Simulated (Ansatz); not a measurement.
## Several inputs for KCl with sulfur replacing Cl

Cell: a supercell of KCl (rock salt type, Fm-3m) built from an entry of the Crystallography Open Database (COD), with all atoms left at the host's positions.

Space group Fm-3m (No. 225); a = 18.8788 Å.

| site | Wyckoff | site symmetry | x | y | z |
| --- | --- | --- | --- | --- | --- |
| K1 | 32f | .3m | 0.3333 | 0.8333 | 0.8333 |
| K2 | 24e | 4m.m | 0.5000 | 0.0000 | 0.8333 |
| K6 | 48h | m.m2 | 0.8333 | 0.1667 | 0.0000 |
| K27 | 4a | m-3m | 0.0000 | 0.5000 | 0.5000 |
| S | 4b | m-3m | 0.5000 | 0.0000 | 0.0000 |
| Cl29 | 48i | m.m2 | 0.6667 | 0.1667 | 0.0000 |
| Cl32 | 32f | .3m | 0.8333 | 0.1667 | 0.1667 |
| Cl42 | 24e | 4m.m | 0.0000 | 0.5000 | 0.3333 |

One atom of each set is listed; the run and its k-mesh use a cell of 54 atoms with edges of 13.35, 13.35, 13.35 Å.

Reference run. All values are calculated (Ansatz; DFT, PBE, plane waves and PAW, scalar-relativistic, 420 eV cutoff, Γ-centred 2×2×2 k-points, Fermi–Dirac smearing 0.01 eV, cell charge -1), not measured.

It gives V_zz (10²¹ V/m²) K2 -1.50 (η 0.00), Cl29 -0.91 (η 0.17), among others. Each of these runs changes the input as listed (caps on SCF iterations aside):

A. basis.ecutwfc: not typed → 500 eV; scf.occupations.width: 0.01 → not typed; scf.occupations.method: fermi_dirac → tetrahedron
B. kpoints.mp_grid.grid: [2, 2, 2] → [1, 1, 1]; scf.mixing.algorithm: not typed → msr1; scf.mixing.beta: not typed → 0.2; scf.mixing.ndim: not typed → 16

Problem. How does each run end, and how far do the gradients move?

Solution. 

```tsv
run	K2 V_zz (η)	Cl29 V_zz (η)	largest change of a gradient tensor, all atoms	note
A	-1.50 (0.00)	-0.91 (0.17)	0.00	converged
B	-1.53 (0.00)	-0.96 (0.16)	0.05	converged; mesh coarser than the reference's
```

Run B moves them most, on Cl29 (V_zz from -0.91 to -0.96).

In run B the shift comes from kpoints.mp_grid.grid: the other keys steer the path to self-consistency or leave the density as it is.

On the reference run: The defect repeats with the cell of 54 atoms, so it feels its images: sites between two images don't show the values beside a lone defect, and zeros or small values of η there can come from the images' arrangement. A uniform background compensates the cell's charge. The neighbours have not yet relaxed around the defect (largest force 0.46 eV/Å), so a real crystal will differ.
